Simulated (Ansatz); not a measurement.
Consider the following.

CsPbBr₃ (cubic perovskite)

```xyz
5
Lattice="6.0028 0.0000 0.0000 0.0000 6.0028 0.0000 0.0000 0.0000 6.0028" Properties=species:S:1:pos:R:3 pbc="T T T"
Cs     0.0000     0.0000     0.0000
Pb     3.0014     3.0014     3.0014
Br     0.0000     3.0014     3.0014
Br     3.0014     3.0014     0.0000
Br     3.0014     0.0000     3.0014
```

This relaxed cell (volume V₀) is scaled evenly in all directions, its shape held. Symmetry pins the atoms to their sites.

All values below come from PBE (plane waves to 420 eV, PAW, scalar-relativistic; Ansatz, a program for electronic structure). k mesh 6×6×6 (Γ-centred), Fermi-Dirac smearing 0.05 eV. The energy includes the smearing's −TS. Stress and pressure are positive under compression. CsPbBr3 was relaxed with its symmetry unable to fall. Spin-orbit coupling is left out, though Pb is heavy. The PAW data are Ansatz's earlier set. This is a high-temperature form of CsPbBr3. ΔE is measured from the relaxed starting cell.

The scan covers V/V₀ from 0.840 to 1.160 in 9 points.

### Question
What is the fitted pressure derivative B₀′?

### Answer
4.7.

### Question
What bulk modulus B₀ follows from a third-order Birch-Murnaghan fit?

### Answer
18.5 GPa.

(A scan under strain: stresses follow from slopes of the energy per volume, elastic moduli from its curvatures.)
